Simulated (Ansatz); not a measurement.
CaO (rock salt, Fm-3m), r²SCAN in the plane-wave PAW code Ansatz, all energies at zero smearing, with the estimated change up to a 700 eV cutoff added, with one set of potentials and settings (totals compare only within such a set). Cell of 2 atoms (1 Ca, 1 O): -2394.098 eV.

```tsv
element	reference phase	E (eV/atom)
Ca	Fm-3m, 1 atoms in the cell	-1821.6743
O	C2/m, 4 atoms in the cell, spin-polarised	-566.0346
```

Formation energy per atom, worked out: (-2394.098 − 1×(-1821.6743) − 1×(-566.0346))/2 = -3.195 eV/atom (-308 kJ per mol of atoms), at 0 K, without zero-point energy or fitted corrections.

Symmetry was held in the r²SCAN relaxation; phonons on a q-mesh show no instability. The references are the lowest solids computed at this level, not always the standard phases (solids in place of the gases).

Potentials: the earlier of the program's two PAW sets.
